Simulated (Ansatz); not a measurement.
MnV (Pm-3m): total moment held at 1.8 μB

The calculation used Ansatz 0.2.0, DFT, LDA, all-electron PAW with datasets made for the crystal, scalar-relativistic.

Command: `ansatz run input.yaml --threads 1 --pin off --max-ram 3072MiB --backend cpu --events-out ev --progress --plain --runs-dir out`

```yaml
crystal:
  lattice:
    - [2.9, 0.0, 0.0]
    - [0.0, 2.9, 0.0]
    - [0.0, 0.0, 2.9]
  atoms:
    - { symbol: Mn, position: [0.0, 0.0, 0.0], spin: 0.9 }
    - { symbol: V, position: [0.5, 0.5, 0.5], spin: 0.9 }
magnetization:
  spin_polarized: true
  initial_magnetization: 1.8
  spin_locking: { lock_magnetization: hard }
kpoints:
  mp_grid: { grid: [11, 11, 11] }
scf:
  occupations: { method: fermi_dirac, width: 0.05 }
  lower_state_search: "off"
hamiltonian:
  xc: lda
  pseudopotentials: { kind: all_electron, datasets: crystal }
output:
  forces: true
  stress: true
  eigenvalues: false
```

The program prints:

```
settings of this run that can trade accuracy for cost: output.eigenvalues: false. Do not mix this run's numbers with those of runs without the same settings; the input reference describes each key
hamiltonian.pseudopotentials.datasets: crystal makes datasets for this crystal and solves the spheres of its atoms anew in each pass: cutoff 300.0 eV, the density's 1200.0 eV; for an error of 0.50 meV an atom under PBE, 1.0 meV for the cell; an energy difference from a run of another recipe may be off by several times the error for the cell, under r2SCAN by more, where some 0.1 meV an atom stays a …
band count auto-derived: 21 (N_el = 28.0; filled up to band 15; 19 by the electrons, moments and atoms)
Engine: ansatz 0.2.0
Pseudopotentials: kind: all_electron
Pseudopotential: Mn, paw, valence charge 15, recommended cutoff 300 eV (normal), crystal/all_electron/lda/scalar/gaussian/Mn, Koelling and Harmon's equation, gaussian nucleus
Pseudopotential: V, paw, valence charge 13, recommended cutoff 300 eV (normal), crystal/all_electron/lda/scalar/gaussian/V, Koelling and Harmon's equation, gaussian nucleus
Functional definition: SPW92
  exchange = slater_x
  correlation = pw_c
Crystal: 2 atoms, lattice volume = 24.389 Å³
Basis set: ecut = 300 eV, 257 PW (Γ)
Bands: 21, of which v1, the nominal top of the filled ones, is band 14 counted from 1 (13 counted from 0)
Symmetry: 48 space group operations
Space group: Pm-3m (ITA 221), of the structure as read, at distance tolerance 2.9e-5 Å
Magnetic group: BNS 221.92 (UNI 1594), of the structure as read, at distance tolerance 2.9e-5 Å
k-points: 56 of 1331
Non-local potential: Mn, projectors of the file, l = 0: 2, l = 1: 2, l = 2: 2
Non-local potential: V, projectors of the file, l = 0: 2, l = 1: 2, l = 2: 2
PAW form: soft (Blöchl's): semilocal exchange-correlation on the pseudo side does not see the compensation charge
PAW one-centre angular grid: Mn, 590 points (default); XC on its mesh's 1905 points in the sphere
PAW one-centre angular grid: V, 590 points (default); XC on its mesh's 1917 points in the sphere
Initial density: superposition of atomic densities (chi_scale 0.1, normalization cell)
Starting moments: Σ|m| = 1.8 μB on 2 of 2 sites
Initial wavefunctions: pseudopotential atomic-orbital guess
Functional: x = slater, c = lda
iter 1 solved again at ethr=4.18e-2 eV; its pass at ethr=1.00e-1 eV (dr2=1.17e1 eV) is discarded
SCF iter   1: F=—  HF=-57254.006620 eV  |F-HF|=—  |Δ(HF+E_count)|=         —  Δρ=1.29e-1 (↑1.29e-1 ↓1.17e-1)  dr2=1.19e1  dr2_m=1.19e-1  M=1.800 μB ∫|m|=1.800 μB  β_m=0.30  ethr=4.18e-2  ⟨swp⟩=2.0  Hψ=11961  notcnv=0
preconditioner: auto → none  [metal: Δε(μ)=0.002 eV  Ē_g=6.587 eV  σ=0.050 eV  W_gap=0.01  n_scr=6 (ndim 8)  ℏωp=26.0 eV  f_vac=0.000  D(μ)=3.90/eV (n_scr^D=80)  sad-step TF]
[...]
SCF iter  13: F=—  HF=-57250.715633 eV  |F-HF|=—  |Δ(HF+E_count)|=   1.87e-5  Δρ=1.40e-4 (↑1.40e-4 ↓8.08e-5)  dr2=7.30e-6  dr2_m=6.30e-7  M=1.800 μB ∫|m|=1.810 μB  β_m=0.84  ethr=2.46e-7  ⟨swp⟩=2.2  Hψ=4047  notcnv=0
SCF iter  14: F=—  HF=-57250.715633 eV  |F-HF|=—  |Δ(HF+E_count)|=   3.82e-7  Δρ=2.01e-5 (↑2.01e-5 ↓1.45e-5)  dr2=2.18e-7  dr2_m=7.45e-9  M=1.800 μB ∫|m|=1.810 μB  β_m=0.88  ethr=2.61e-8  ⟨swp⟩=3.0  Hψ=4359  notcnv=0
SCF iter  15: F=-57250.715633 eV  HF=-57250.715633 eV  |F-HF|=3.35e-9  |Δ(HF+E_count)|=   2.22e-8  Δρ=1.86e-6 (↑1.86e-6 ↓1.42e-6)  dr2=1.36e-9  dr2_m=2.21e-10  M=1.800 μB ∫|m|=1.810 μB  ethr=7.77e-10  ⟨swp⟩=3.0  Hψ=4462  notcnv=0
SCF 1 converged in 15 iterations: F = -57250.715633 eV  dr2 = 1.36e-9
  Residual-converged pass: ⟨swp⟩=3.4  Hψ=4982  notcnv=0  max |occ|·‖R‖ = 5.2e-6 eV (tolerance 5.3e-6 eV)  dr2=1.35e-9  dr2_m=2.45e-10  dr2_onsite=4.32e-9  max |Δocc| = 1.5e-10
  greatest PAW one-centre occupation: 1.004 electrons in one spin orbital (limit 2), on the Mn atom at site 0 (counted from 0), in its partial waves of l = 1
SCF converged after 15 iterations
Stability checked in part: among states of this total moment the steps that led to this state did not find it unstable. No probe was made; neither looks for a lower state of another moment (fixed_total_moment; see scf.lower_state_search)
Magnetization: 1.8000 μB (14.9000 up, 13.1000 down)
Absolute magnetization: 1.8100 μB (∫|ρ↑−ρ↓|)
Spin contamination: 0.0159 ħ² per cell (⟨S²⟩ above its minimum at these occupations)
Per-site moments (μB) at R_I (Å): [(1.6502039202082834, 1.0359828892771348), (0.03068396057717763, 1.0359828892771348)]
Free energy (F): -57250.715633 eV
Harris-Foulkes:  -57250.715633 eV  (|F-HF|=3.35e-9)
Internal energy: -57250.677818 eV  (E = F + TS)
E sigma→0 (E₀):  -57250.696726 eV
Entropy (-TS):   -0.037816 eV (-18.908 meV/atom)
Past the cutoff: the bands carry plane waves up to 1.75 times it, of which those up to 1.5 times it add -0.001023 eV an atom, each by itself; the spheres take 0.000318 eV an atom off the energy for waves past 1.75 times it
By the cutoff:   a pressure is off by up to 0.009 GPa (1.2 times the spheres' own share and the shells' term, over an atom's volume, and 0.004 GPa: a bound that held against runs at twice the plane waves)
Past the cutoffs: a stress includes 0.0026 GPa for waves and charges beyond them, in addition to the slope of what the spheres take
In the spheres:  the bands' charges fall short by 2.1e-7 e at most (sound up to 1e-3)
Fermi energy:    18.415521 (↑ 18.950748, ↓ 17.880294) eV
--- Per-component energies (eV) ---
  E_band       = -303.394426
  E_kinetic    = 283.675946
  E_local      = -1740.413326  (includes V_loc(G=0)·N_el)
  E_nonlocal   = -249.769048
  E_hartree    = 932.705211
  E_xc         = -101.046365
  E_vxc        = -131.984576  (∫ρ·V_xc dr)
  E_paw        = -58345.316215  (= ΣΔE_a)
  E_vpaw       = -5851.673742  (= ΣTr[D̂ρ^β])
  E_ewald      = -3551.871757
  E_smearing   = -0.037816  (= −TS)
  E_closure    = 5521.357737  (closes the sum)
  Σ components = -57250.715633   (vs F -57250.715633, Δ=0.00e0)
  The terms above E_closure are by the made datasets' own strengths, without shells solved beside the bands.
--- Forces (eV/Å), atoms counted from 1 ---
  atom   1  Mn    -0.00000000    -0.00000000    -0.00000000
  atom   2  V      0.00000000     0.00000000    -0.00000000
  max |Σ_I F_I| component: 1.22e-30 eV/Å
--- Stress (GPa, compression-positive) ---
      -10.583820       0.000000       0.000000
        0.000000     -10.583820       0.000000
        0.000000       0.000000     -10.583820
  P = ⅓ Tr σ = -10.5838 GPa (-105.838 kbar)
settings of this run that can trade accuracy for cost: output.eigenvalues: false. Do not mix this run's numbers with those of runs without the same settings; the input reference describes each key
```

Site moments (μB): Mn1 1.65, V2 0.03. Cell moment 1.80 μB.

The magnetic group in the log treats spin as a scalar label, without spin–orbit coupling.

The Ansatz runs typed with the search for lower states off end where their start leads. These are results for the start and cell typed. The real compound can order otherwise, in a larger cell, or not at all, since semilocal functionals at zero temperature often overstate magnetism.

It took 13 s on 1 thread of Arm Neoverse V2 (shared host), peak memory 0.62 GiB.
